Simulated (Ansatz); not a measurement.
RbCl:
```
RbCl
1.0
    0.00000     3.27158     3.27158
    3.27158     0.00000     3.27158
    3.27158     3.27158     0.00000
Rb Cl
1 1
Direct
  0.00000   0.00000   0.00000
  0.50000   0.50000   0.50000
```

Relaxed with PBEsol. Special points in fractions of this cell's reciprocal vectors: Γ (0.000, 0.000, 0.000); X (0.500, 0.000, 0.500); U (0.625, 0.250, 0.625); K (0.375, 0.375, 0.750); L (0.500, 0.500, 0.500); W (0.500, 0.250, 0.750).

Question: List the band energies nearest the valence-band maximum at these points for PBEsol (plane waves, PAW; program Ansatz).

Answer: In eV from the valence-band maximum; about four levels below and three above (degenerate sets whole), none deeper than 8.9 eV; points with the same levels are listed once.

| k | below | above |
|---|---|---|
| Γ | -7.89 -7.89 -7.89 0.00 0.00 0.00 | 4.90 7.90 7.90 7.90 |
| X | -8.00 -8.00 -0.32 -0.10 -0.10 | 6.07 8.02 9.65 |
| U | -7.95 -0.42 -0.29 -0.23 | 6.83 8.64 9.03 |
| L | -7.86 -0.91 -0.36 -0.36 | 7.65 7.93 10.16 10.16 |
| W | -7.87 -0.47 -0.24 -0.24 | 7.57 7.57 9.30 |

Space group Fm-3m (rock salt). The PBEsol relaxation kept the symmetry of its start. Scalar-relativistic: spin–orbit coupling is off unless named, which matters more the heavier the elements.

Potentials: the later of the program's two PAW sets.
